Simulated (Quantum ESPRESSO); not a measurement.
Band energies of ScTaPb2O6

```xyz
10
Lattice="0.0000 4.1053 4.1053 4.1053 0.0000 4.1053 4.1053 4.1053 0.0000" Properties=species:S:1:pos:R:3 pbc="T T T"
O      4.1053     4.1053     2.1034
O      4.1053     4.1053     6.1071
O      2.1034     4.1053     4.1053
O      6.1071     4.1053     4.1053
O      4.1053     2.1034     4.1053
O      4.1053     6.1071     4.1053
Sc     0.0000     0.0000     0.0000
Ta     4.1053     4.1053     4.1053
Pb     2.0526     2.0526     2.0526
Pb     6.1579     6.1579     6.1579
```

norm-conserving LDA (Quantum ESPRESSO, 84 Ry, without SOC); path ΓXWKΓLUWLK,UX; energies in eV from the valence-band maximum.

```
k (1/Å)  point  band 40  band 41  band 42  band 43  band 44  band 45  band 46  band 47
-------  -----  -------  -------  -------  -------  -------  -------  -------  -------
0.00         Γ    -0.59    -0.59    -0.03    -0.03    -0.03     3.16     3.16     3.16
0.38              -0.66    -0.66    -0.53    -0.53    -0.01     3.23     4.02     4.02
0.77         X    -1.27    -0.58    -0.58    -0.03     0.00     2.48     3.39     4.45
0.77         W    -1.12    -0.70    -0.70    -0.42    -0.42     3.50     3.66     4.32
1.04         K    -1.03    -0.86    -0.76    -0.39    -0.22     2.99     3.99     4.14
1.44              -0.85    -0.70    -0.43    -0.40    -0.22     3.65     3.86     3.91
1.85         Γ    -0.59    -0.59    -0.03    -0.03    -0.03     3.16     3.16     3.16
2.18              -0.89    -0.89    -0.26    -0.26    -0.18     3.50     3.73     3.73
2.51         L    -0.86    -0.71    -0.71    -0.65    -0.46     3.03     3.32     4.42
2.74              -0.87    -0.81    -0.70    -0.61    -0.42     3.25     3.53     4.32
2.98         U    -1.03    -0.86    -0.76    -0.39    -0.22     2.99     3.99     4.14
2.98         W    -1.12    -0.70    -0.70    -0.42    -0.42     3.50     3.66     4.32
3.25              -0.94    -0.79    -0.73    -0.51    -0.46     3.36     3.52     4.35
3.52         L    -0.86    -0.71    -0.71    -0.65    -0.46     3.03     3.32     4.42
3.75              -0.87    -0.81    -0.70    -0.61    -0.42     3.25     3.53     4.32
3.99         K    -1.03    -0.86    -0.76    -0.39    -0.22     2.99     3.99     4.14
3.99         U    -1.03    -0.86    -0.76    -0.39    -0.22     2.99     3.99     4.14
4.26         X    -1.27    -0.58    -0.58    -0.03     0.00     2.48     3.39     4.45
```

The LDA gap is direct, 2.48 eV at X.

Spin-orbit coupling is left out; with 6p states at a band edge it can lower the gap by many tenths of an eV, most of a small gap.

Geometry of the Materials Project entry, not relaxed at this level.

The structure is a Materials Project entry; no match was found in the copy of COD used, and its stability was not checked.
